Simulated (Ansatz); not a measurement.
Fe₃Si in space group Fm-3m (No. 225; Fe on 8c, Fe on 4b, Si on 4a), r²SCAN in the plane-wave PAW code Ansatz, all energies at zero smearing, with the estimated change up to a 700 eV cutoff added, with one set of potentials and settings (totals compare only within such a set). Cell of 4 atoms (3 Fe, 1 Si): -14097.560 eV.

```json
[
 {"element": "Fe", "reference phase": "Im-3m, 1 atoms in the cell, spin-polarised", "E (eV/atom)": "-4485.8961"},
 {"element": "Si", "reference phase": "Fd-3m, 2 atoms in the cell", "E (eV/atom)": "-639.0667"}
]
```

Formation energy per atom, worked out: (-14097.560 − 3×(-4485.8961) − 1×(-639.0667))/4 = -0.201 eV/atom (-19 kJ per mol of atoms), at 0 K, without zero-point energy or fitted corrections.

The workflow started from a Materials Project entry (that database holds measured and hypothetical structures alike); the Crystallography Open Database files this formula in space group No. 225, but the cells were not matched. Its standing as an ambient phase is unchecked. The r²SCAN relaxation kept the symmetry of its start; whether a distortion lowers the energy is not shown. The final state is ferromagnetic, the only order run, not a proven ground state. Other orbital occupations within this spin state were not tried. The references are the lowest solids computed at this level, not always the standard phases.

Potentials: the later of the program's two PAW sets.
